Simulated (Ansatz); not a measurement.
**Run record: phonons of CaPd (Pm-3m)**

Method: PBEsol, PAW on Ansatz 0.2.0's default frozen-core files (fitted under PBE), scalar-relativistic.

The cell comes from a PAW relaxation under the same functional.

The structure is one entry of a database and needn't be the stable phase.

Command line:

```sh
ansatz run input.yaml --threads 1 --pin off --max-ram 3072MiB --backend cpu --events-out ev --progress --plain --runs-dir out
```

Input:

```yaml
crystal:
  lattice:
    - [3.47016361111, 0.0, 0.0]
    - [0.0, 3.47016361111, 0.0]
    - [0.0, 0.0, 3.47016361111]
  atoms:
    - { symbol: Ca, position: [0.0, 0.0, 0.0] }
    - { symbol: Pd, position: [0.5, 0.5, 0.5] }
kpoints:
  mp_grid: { grid: [10, 10, 10] }
scf:
  occupations: { method: fermi_dirac, width: 0.05 }
hamiltonian:
  xc: pbesol
  pseudopotentials: { kind: paw }
phonons:
  qmesh: [2, 2, 2]
  qpath:
    path:
      - [0.0, 0.0, 0.0]
      - [0.0, 0.5, 0.0]
      - [0.5, 0.5, 0.0]
      - [0.0, 0.0, 0.0]
      - [0.5, 0.5, 0.5]
      - [0.0, 0.5, 0.0]
      - [0.5, 0.5, 0.5]
      - [0.5, 0.5, 0.0]
    npoints: 6
  temperatures: { t_min: 0, t_max: 1000, t_step: 100 }
  amplitude: 0.06
```

The program printed:

```
Warning: RAYON_NUM_THREADS=1 ignored (pool sized by the plan → 1); use --threads N
Engine: ansatz 0.2.0, aarch64-unknown-linux-gnu
Pseudopotentials: kind: paw
Pseudopotential: Ca, paw, valence charge 10, recommended cutoff 420 eV (normal), Ca.paw.azcp
Pseudopotential: Pd, paw, valence charge 18, recommended cutoff 420 eV (normal), Pd.paw.azcp
Functional definition: PBEsol
  exchange = pbesol_x
  correlation = pbesol_c
Crystal: 4 atoms, lattice volume = 83.576 Å³
Basis set: ecut = 420 eV, 1639 PW (Γ), FFT grids on a1, a2, a2+a3, exchange–correlation on 48×72×72 points (8 copies of the dense FFT grid, shifted against one another)
Bands: 35, of which v1, the nominal top of the filled ones, is band 28 counted from 1 (27 counted from 0)
Symmetry: 32 space group operations
k-points: 72 of 500
Non-local potential: Ca, projectors of the file, l = 0: 3, l = 1: 2, l = 2: 2
Non-local potential: Pd, projectors of the file, l = 0: 2, l = 1: 2, l = 2: 2, l = 3: 1
PAW form: soft (Blöchl's): semilocal exchange-correlation on the pseudo side does not see the compensation charge
PAW frozen core: Ca, regenerated for the run's functional, and the local potential with it (the file was generated under x = pbe(κ = 0.804, μ = 0.2195149727645171), c = pbe(β = 0.06672455060314922))
PAW frozen core: Pd, regenerated for the run's functional, and the local potential with it (the file was generated under x = pbe(κ = 0.804, μ = 0.2195149727645171), c = pbe(β = 0.06672455060314922))
PAW one-centre angular grid: Ca, 110 points (default); XC on 64 Gauss nodes
PAW one-centre angular grid: Pd, 590 points (default); XC on 64 Gauss nodes
Initial density: handed on by an earlier stage of this run
Initial wavefunctions: those handed on with the density
Functional: x = pbesol(κ = 0.804, μ = 0.12345679012345678), c = pbesol(β = 0.046)
SCF iter   1: F=—  HF=-17403.234476 eV  |F-HF|=—  |Δ(HF+E_count)|=         —  Δρ=7.59e-7  dr2=9.12e-10  ethr=1.79e-11  ⟨swp⟩=5.7  Hψ=8143  notcnv=0
preconditioner: auto → Kerker (q_TF=auto, 2.552 Å⁻¹)  [metal: Δε(μ)=0.119 eV  Ē_g=11.529 eV  σ=0.050 eV  W_gap=0.46  n_scr=18 (ndim 8)  ℏωp=24.4 eV  f_vac=0.000  D(μ)=1.94/eV (n_scr^D=10)]
SCF iter   2: F=-17403.234476 eV  HF=-17403.234476 eV  |F-HF|=4.37e-11  |Δ(HF+E_count)|=  1.53e-10  Δρ=3.27e-7  dr2=6.94e-11  ethr=1.63e-12  ⟨swp⟩=3.7  Hψ=6987  notcnv=0
SCF 1 converged in 2 iterations: F = -17403.234476 eV  dr2 = 6.94e-11
  greatest PAW one-centre occupation: 0.999 electrons in one spin orbital (limit 2), on the Pd atom at site 3 (counted from 0), in its partial waves of l = 0
WARN: the harmonic batch is taken at displacements of 0.015 Å and a dr2 threshold of 1.0e-9 eV from here on, in place of the typed 0.06 Å and 1.0e-9 eV, a step that its levels, its solves or its constants may not bear out ...
SCF iter   1: F=—  HF=-17403.234476 eV  |F-HF|=—  |Δ(HF+E_count)|=         —  Δρ=7.59e-7  dr2=9.12e-10  ethr=1.79e-11  ⟨swp⟩=5.7  Hψ=8143  notcnv=0
SCF iter   2: F=-17403.234476 eV  HF=-17403.234476 eV  |F-HF|=4.37e-11  |Δ(HF+E_count)|=  1.53e-10  Δρ=3.27e-7  dr2=6.94e-11  ethr=1.63e-12  ⟨swp⟩=3.7  Hψ=6987  notcnv=0
SCF 2 converged in 2 iterations: F = -17403.234476 eV  dr2 = 6.94e-11
[... 136 lines left out ...]
SCF iter   4: F=—  HF=-17403.234411 eV  |F-HF|=—  |Δ(HF+E_count)|=   5.41e-6  Δρ=3.16e-5  dr2=1.05e-6  ethr=2.99e-9  ⟨swp⟩=2.0  Hψ=3535  notcnv=0
SCF iter   5: F=—  HF=-17403.234411 eV  |F-HF|=—  |Δ(HF+E_count)|=   1.33e-7  Δρ=1.12e-5  dr2=1.41e-7  ethr=1.87e-9  ⟨swp⟩=2.0  Hψ=2575  notcnv=0
SCF iter   6: F=—  HF=-17403.234411 eV  |F-HF|=—  |Δ(HF+E_count)|=   1.17e-8  Δρ=4.20e-6  dr2=1.51e-8  ethr=2.51e-10  ⟨swp⟩=2.4  Hψ=2689  notcnv=0
SCF iter   7: F=—  HF=-17403.234411 eV  |F-HF|=—  |Δ(HF+E_count)|=   2.07e-9  Δρ=1.01e-6  dr2=9.59e-10  ethr=2.71e-11  ⟨swp⟩=2.3  Hψ=2770  notcnv=0
SCF iter   8: F=—  HF=-17403.234411 eV  |F-HF|=—  |Δ(HF+E_count)|=  1.53e-10  Δρ=4.80e-7  dr2=2.12e-10  ethr=1.71e-12  ⟨swp⟩=2.0  Hψ=2727  notcnv=0
SCF iter   9: F=-17403.234411 eV  HF=-17403.234411 eV  |F-HF|=0.00e0  |Δ(HF+E_count)|=  2.91e-11  Δρ=9.65e-8  dr2=5.89e-12  ethr=1.00e-12  ⟨swp⟩=4.0  Hψ=6153  notcnv=0
SCF 22 converged in 9 iterations: F = -17403.234411 eV  dr2 = 5.89e-12
the harmonic batch is taken at displacements of 0.0075 Å and a dr2 threshold of 5.6e-10 eV from here on, in place of 0.015 Å and 1.0e-9 eV, a step that its levels, its solves or its constants may not bear out ...
SCF converged after 2 iterations
Free energy (F): -17403.234476 eV
Harris-Foulkes:  -17403.234476 eV  (|F-HF|=3.64e-12)
Internal energy: -17403.220090 eV  (E = F + TS)
E sigma→0 (E₀):  -17403.227283 eV
Entropy (-TS):   -0.014386 eV (-3.596 meV/atom)
Fermi energy:    12.019759 eV
--- Per-component energies (eV) ---
  E_band       = -731.354456
  E_kinetic    = 1592.331195
  E_local      = -6108.120905  (includes V_loc(G=0)·N_el)
  E_nonlocal   = 568.288440
  E_hartree    = 2387.546454
  E_xc         = -608.235355
  E_vxc        = -764.527267  (∫ρ·V_xc dr)
  E_paw        = -9045.931132  (= ΣΔE_a)
  E_vpaw       = -794.419172  (= ΣTr[D̂ρ^β])
  E_aug_tail   = 0.000354  (compensation charges beyond the density's cutoff)
  E_ewald      = -6189.941779
  E_core_change = 0.842637  (= ΣΔE_core)
  E_smearing   = -0.014386  (= −TS)
  E_closure    = 0.000000  (closes the sum)
  Σ components = -17403.234476   (vs F -17403.234476, Δ=0.00e0)
--- Forces (eV/Å), atoms counted from 1 ---
  atom   1  Ca    -0.00000000     0.00000000     0.00000000
  atom   2  Pd     0.00000000     0.00000000     0.00000000
  atom   3  Ca    -0.00000000     0.00000000     0.00000000
  atom   4  Pd     0.00000000     0.00000000    -0.00000000
  max |Σ_I F_I| component: 3.16e-30 eV/Å
--- Phonons: 6 displaced members + 3 references (amplitude of the first 0.0075 Å, Σ member SCF iterations 51) ---
  ASR residual: 1.055e-3 → 0.000e0 eV/Å²; symmetrization residual: 1.920e-4 eV/Å²
  largest component of a force at the reference: 9.5e-30 eV/Å
  ASR residual per site (eV/Å²): 1.05e-3 2.17e-4
  Γ frequencies (cm⁻¹): 0.00 0.00 0.00 159.98 159.98 159.98
--- Phonons (by wavevector): 4 wavevectors in 3 supercells ---
  supercell 1 (2 cells, vectors [1, 0, 0], [0, 1, -1], [0, 0, 2] in multiples of the cell's): 2 displaced members by 0.0075 Å; free energy -17403.234476 eV; taken off its force constants: by the sum rule 1.1e-3, by the ...
  symmetry images taken by strict's conditions (phonons.symmetry_images: auto; settled by no image being taken that strict refuses)
  supercell 2 (2 cells, vectors [1, 0, 0], [0, 1, 0], [0, 0, 2] in multiples of the cell's): 2 displaced members by 0.0075 Å; free energy -17403.234476 eV; taken off its force constants: by the sum rule 1.6e-3, by the ...
  symmetry images taken by strict's conditions (phonons.symmetry_images: auto; settled by no image being taken that strict refuses)
  supercell 3 (2 cells, vectors [0, 1, -1], [-1, 1, 0], [0, 0, 2] in multiples of the cell's): 2 displaced members by 0.0075 Å; free energy -17403.234476 eV; taken off its force constants: by the sum rule 3.2e-4, by the ...
  symmetry images taken by strict's conditions (phonons.symmetry_images: auto; settled by no image being taken that strict refuses)
  q = [0.0000, 0.0000, 0.0000] (star 1, supercell 1; hermiticity 0.00e0, symmetrization 1.09e-5): 0.00 0.00 0.00 159.98 159.98 159.98
  q = [0.0000, 0.0000, -0.5000] (star 3, supercell 2; hermiticity 1.18e-16, symmetrization 1.68e-16): 76.04 90.66 90.66 124.13 124.13 230.08
  q = [0.0000, -0.5000, -0.5000] (star 3, supercell 1; hermiticity 9.40e-17, symmetrization 7.99e-16): 38.45 38.45 95.53 117.58 211.14 211.14
  q = [-0.5000, -0.5000, -0.5000] (star 1, supercell 3; hermiticity 1.06e-16, symmetrization 7.35e-16): 69.72 69.72 69.72 216.85 216.85 216.85
  joined force constants: q→R imaginary residual 1.73e-17
  density of states and harmonic sums: on the 18×18×18 q-mesh, interpolated from the force constants of a 2×2×2 supercell (no non-analytic term)
  largest difference from the sums on the solved wave vectors: F 7.27e-2 eV, S 1.05e-4 and C_V 3.23e-5 eV/K
```

The calculation finished and met its thresholds.

Phonons on the q mesh:

Harmonic phonons of a crystal by Kohn-Sham DFT at the given cell, standard atomic masses, acoustic sum rule imposed; negative wavenumbers are unstable modes; one row a degenerate set, branches counted upwards.

```json
{
 "Unstable phonons": "no"
}
```

```csv
point,q a (r.l.u.),q b (r.l.u.),q c (r.l.u.),branch,phonon wavenumber (cm⁻¹),degeneracy
Gamma,0,0,0,4,160,3
X,0.5,0,0,1,76,1
X,0.5,0,0,2,90.7,2
X,0.5,0,0,4,124.1,2
X,0.5,0,0,6,230.1,1
M,0.5,0.5,0,1,38.4,2
M,0.5,0.5,0,3,95.5,1
M,0.5,0.5,0,4,117.6,1
M,0.5,0.5,0,5,211.1,2
R,0.5,0.5,0.5,1,69.7,3
R,0.5,0.5,0.5,4,216.8,3
```

### Harmonic thermodynamics

Sums over wave vectors interpolated from the q mesh.

```json
{"Zero point energy": "22.78 meV/atom"}
```

```csv
temperature (K),phonon heat capacity (k_B/atom),phonon entropy (k_B/atom),phonon free energy (meV/atom)
100,2.278,2.125,15.08
200,2.777,3.904,-11.54
300,2.896,5.057,-50.45
400,2.941,5.897,-97.82
500,2.962,6.556,-151.6
600,2.973,7.097,-210.5
700,2.98,7.556,-273.7
800,2.985,7.954,-340.5
900,2.988,8.306,-410.6
1000,2.99,8.621,-483.6
```

Zone-centre phonons:

Optical zone-centre levels upwards with Mulliken labels, activity, and the element with most of the kinetic energy.

```
Point group : m-3m
```

```tsv
number	phonon wavenumber (cm⁻¹)	label	infrared	raman	lead element
1	160	T1u	yes	no	Ca
```

Caveats: frozen-core PAW files fitted under PBE, their cores solved anew for the functional of the run; responses of metals move with mesh and smearing; settings unsound, results are not properties of the crystal; coarse q mesh; activity by symmetry alone, a metal screens infrared modes.

Time and hardware: 7.2 min on 1 thread of Arm Neoverse V2, on a shared host, peak memory 0.56 GiB.
